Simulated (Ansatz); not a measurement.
# Ansatz run, CdMoPd

The input, for Ansatz 0.2.0 (plane waves, PAW):

```yaml
crystal:
  lattice:
    - [3.560413, 6.166812, 0.0]
    - [-3.560413, 6.166812, 0.0]
    - [0.0, 0.0, 3.6795]
  atoms:
    - { symbol: Mo, position: [0.59347, 0.40653, 0.0] }
    - { symbol: Mo, position: [0.40653, 0.0, 0.0] }
    - { symbol: Mo, position: [0.0, 0.59347, 0.0] }
    - { symbol: Pd, position: [0.0, 0.0, 0.0] }
    - { symbol: Pd, position: [0.6667, 0.6666, 0.5] }
    - { symbol: Pd, position: [0.3333, 0.3334, 0.5] }
    - { symbol: Cd, position: [0.25365, 0.74635, 0.5] }
    - { symbol: Cd, position: [0.74635, 0.0, 0.5] }
    - { symbol: Cd, position: [0.0, 0.25365, 0.5] }
  symmetry: { tolerance: 0.0003 }
kpoints:
  mp_grid: { grid: [6, 6, 9], shift: [0, 0, 0] }
  band_path:
    path:
      - [0.0, 0.0, 0.0]
      - [0.49999994, 0.50000002, 0.0]
      - [0.33333329, 0.66666675, 0.0]
      - [0.0, 0.0, 0.0]
      - [0.0, 0.0, 0.5]
      - [0.49999994, 0.50000002, 0.5]
      - [0.33333329, 0.66666675, 0.5]
      - [0.0, 0.0, 0.5]
      - [0.49999994, 0.50000002, 0.5]
      - [0.49999994, 0.50000002, 0.0]
      - [0.33333329, 0.66666675, 0.5]
    npoints: 7
magnetization:
  spin_polarized: false
scf:
  occupations: { method: gaussian, width: 0.0276 }
  lower_state_search: "off"
  max_iter: 200
hamiltonian:
  pseudopotentials: { kind: paw }
  xc: r2scan
basis:
  ecutwfc: 500
  fft_grid_basis: typed
output:
  forces: true
  stress: true
  eigenvalues: true
  bader: true
  populations: true
  elf: true
  write_potential: true
  volumetric_format: npy
  dos:
    e_range: [-12, 8]
    de: 0.05
    projected: { site_lists: { Cd: [Cd], Mo: [Mo], Pd: [Pd] } }
  write_density: true
checkpoint:
  read: saved_state
```

Command:

```sh
ansatz run input.yaml --threads 1 --pin off --max-ram 2560MiB --backend cpu --events-out ev --progress --plain --runs-dir out
```

The saved state is an earlier solution for the same cell, perhaps on another mesh. 

Output (shortened):

```
Warning: the atoms were moved onto the symmetric positions of the space group found under crystal.symmetry.tolerance 3.0e-4 (fractional; no operation is sought that the atoms, as they stand in a round, miss by more than twice it, and no atom is moved by as much as it), and the run uses the moved positions.
Pseudopotentials: kind: paw
Pseudopotential: Mo, paw, valence charge 14, recommended cutoff 500 eV (meta_gga), Mo.paw.azcp
Pseudopotential: Pd, paw, valence charge 18, recommended cutoff 500 eV (meta_gga), Pd.paw.azcp
Pseudopotential: Cd, paw, valence charge 20, recommended cutoff 500 eV (meta_gga), Cd.paw.azcp
Functional definition: r2SCAN
  exchange = r2scan_x(k0 = k0, k1 = k1, a1 = a1)
  correlation = r2scan_c
Crystal: 9 atoms, lattice volume = 161.577 Å³
Basis set: ecut = 500 eV, 4087 PW (Γ), exchange–correlation on 216×216×108 points (64 copies of the dense FFT grid, shifted against one another)
Bands: 94, of which v1, the nominal top of the filled ones, is band 78 counted from 1 (77 counted from 0)
Symmetry: 12 space group operations
Space group: P-62m (ITA 189), of the structure as read, at distance tolerance 1.6e-3 Å
k-points: 35 of 324 (time reversal used)
Initial density: read from a saved state, or passed on in memory by an earlier SCF of this step, an earlier step, the calling program or the single point that the run made first
Functional: x = r2scan, c = r2scan; τ floored in thin density (d = 2e-4 eV/Å³)
SCF iter   1: F=-60659.2018 eV  Δρ=2.19e-3  dr2=1.17e-2  dr2_τ=5.65e-3
SCF iter   2: F=-60659.2097 eV  Δρ=1.06e-3  dr2=2.14e-3  dr2_τ=3.86e-4
SCF iter   3: F=-60659.2102 eV  Δρ=5.45e-4  dr2=1.16e-3  dr2_τ=9.38e-5
SCF iter   4: F=-60659.2109 eV  Δρ=2.17e-4  dr2=1.88e-4  dr2_τ=9.59e-6
SCF iter   5: F=-60659.2110 eV  Δρ=1.30e-4  dr2=2.51e-5  dr2_τ=4.47e-6
SCF iter   6: F=-60659.2111 eV  Δρ=4.71e-5  dr2=2.35e-6  dr2_τ=5.21e-7
SCF iter   7: F=-60659.2111 eV  Δρ=1.67e-5  dr2=3.70e-7  dr2_τ=5.20e-8
SCF iter   8: F=-60659.2111 eV  Δρ=6.68e-6  dr2=5.48e-8  dr2_τ=7.15e-9
Free energy (F): -60659.2111 eV
Harris-Foulkes:  -60659.2111 eV  (|F-HF|=6.60e-8)
Internal energy: -60659.2073 eV  (E = F + TS)
E sigma→0 (E₀):  -60659.2092 eV
Entropy (-TS):   -0.0037 eV (-0.414 meV/atom)
Fermi energy:    17.0803 eV
--- Forces (eV/Å), atoms counted from 1 ---
  atom   1  Mo    -0.1047     0.0000     0.0000
  atom   2  Mo     0.0523     0.0906     0.0000
  atom   3  Mo     0.0523    -0.0906     0.0000
  atom   4  Pd     0.0000     0.0000     0.0000
  atom   5  Pd     0.0000     0.0000     0.0000
  atom   6  Pd     0.0000     0.0000     0.0000
  atom   7  Cd     1.3577     0.0000     0.0000
  atom   8  Cd    -0.6789    -1.1758     0.0000
  atom   9  Cd    -0.6789     1.1758     0.0000
--- Stress (GPa, compression-positive) ---
       -6.3741       0.0000       0.0000
        0.0000      -6.3741       0.0000
        0.0000       0.0000      -6.7600
  P = ⅓ Tr σ = -6.5028 GPa (-65.028 kbar)
--- Löwdin populations: 9 sites ---
  site symbol       q [e]
     0     Mo     14.6305
     1     Mo     14.6305
     2     Mo     14.6305
     3     Pd     17.4786
     4     Pd     17.2173
     5     Pd     17.2173
     6     Cd     19.1683
     7     Cd     19.1683
     8     Cd     19.1683
  spilling = 0.0172 (of n_electrons = 156.0000)
--- Bader charges: 9 sites ---
  site symbol  charge [e]  shift [e]
     0     Mo      0.7048     0.0000
     1     Mo      0.7048     0.0000
     2     Mo      0.7048     0.0000
     3     Pd     -0.7211     0.0019
     4     Pd     -0.8893     0.0002
     5     Pd     -0.8893     0.0002
     6     Cd      0.1285     0.0008
     7     Cd      0.1285     0.0008
     8     Cd      0.1285     0.0008
```

Origin: a known structure type with other elements, at an estimated volume, so it need not be a known compound. Caveats: many states at the Fermi level without spin polarisation, so a magnetic state may lie lower.

Cost: 4.1 min on 1 thread of Arm Neoverse V2, on a shared host, peak memory 1.3 GiB (start from a saved density).
